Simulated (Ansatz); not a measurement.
Data:

BeSe:
```xyz
8
Lattice="6.2291 0.0000 0.0000 0.0000 6.2291 0.0000 0.0000 0.0000 3.6452" Properties=species:S:1:pos:R:3 pbc="T T T"
Be     2.0614     4.1677     0.0000
Be     4.1677     2.0614     0.0000
Be     5.1759     5.1759     1.8226
Be     1.0531     1.0531     1.8226
Se     1.9261     1.9261     0.0000
Se     4.3029     4.3029     0.0000
Se     1.1884     5.0406     1.8226
Se     5.0406     1.1884     1.8226
```

This is the PBEsol-relaxed structure.

Q: All from DFT-PBEsol in the program Ansatz with PAW potentials, unless another level is named. Predict the static dielectric constant ε0 (ions relaxed, cell fixed).

A: 7.85 (xx = yy), 6.94 (zz).

Q: And the electronic dielectric constant ε∞ (DFPT)?

A: 5.91 (xx = yy), 5.76 (zz).

Q: And the Born charges (a third of the trace)?

A: Be +1.53, Se -1.53 e.

Space group P4_2/mnm. The start of the workflow was typed in or built on a structure type; neither database checked (COD, Materials Project) lists it. COD files the formula under space group No. 216. Its standing as an ambient phase is unchecked. The cell was relaxed with PBEsol under the symmetry of its start; its stability against distortions is not shown here. Scalar-relativistic: spin–orbit coupling is off unless named, which matters more the heavier the elements.

Potentials: the earlier of the program's two PAW sets. The files were generated under PBE; for other functionals the program regenerates the frozen cores, and for LDA and PBEsol the local potential too.
